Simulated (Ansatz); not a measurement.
SrCo₂Si₂:
```
SrCo2Si2
1.0
   -1.95124     1.95124     5.43251
    1.95124    -1.95124     5.43251
    1.95124     1.95124    -5.43251
Sr Co Si
1 2 2
Direct
  0.00000   0.00000   0.00000
  0.75000   0.25000   0.50000
  0.25000   0.75000   0.50000
  0.64863   0.64863   0.00000
  0.35137   0.35137   0.00000
```

Relaxed with r²SCAN. Special points in fractions of this cell's reciprocal vectors: Γ (0.000, 0.000, 0.000); X (0.000, 0.000, 0.500); P (0.250, 0.250, 0.250); N (0.000, 0.500, 0.000); M (0.500, 0.500, -0.500); S (0.282, 0.718, -0.282); S0 (-0.282, 0.282, 0.282); R (-0.065, 0.065, 0.500); G (0.500, 0.500, -0.065).

Problem. List the band energies nearest the Fermi level at these points for plane-wave PAW r²SCAN (Ansatz code).

Solution. In eV from the Fermi level; about four levels below and three above (degenerate sets whole), none deeper than 8.9 eV; points with the same levels are listed once.

| k | below | above |
|---|---|---|
| Γ | -0.89 -0.48 -0.48 -0.14 | 1.18 3.52 3.52 |
| X | -1.16 -1.15 -1.06 -0.73 | 0.33 0.34 1.41 |
| P | -1.16 -1.16 -0.89 -0.89 | 0.33 0.33 1.33 |
| N | -1.85 -1.82 -1.17 -0.84 | 1.43 1.80 1.86 |
| M | -1.17 -0.23 -0.23 -0.14 | 0.72 1.83 2.23 |
| S | -1.75 -1.66 -1.43 -0.07 | 0.85 1.35 3.21 |
| R | -1.40 -1.16 -0.71 -0.65 | 0.34 0.41 1.45 |

Space group I4/mmm. The first step of the workflow began from a Materials Project structure, measured or hypothetical; the Crystallography Open Database copy checked does not list it. Whether it is the stable phase at ambient conditions was not checked. Symmetry was held in the r²SCAN relaxation; whether a distortion lowers the energy is not shown. No spin polarisation was allowed. Scalar-relativistic: spin–orbit coupling is off unless named, which matters more the heavier the elements.

Potentials: the later of the program's two PAW sets.
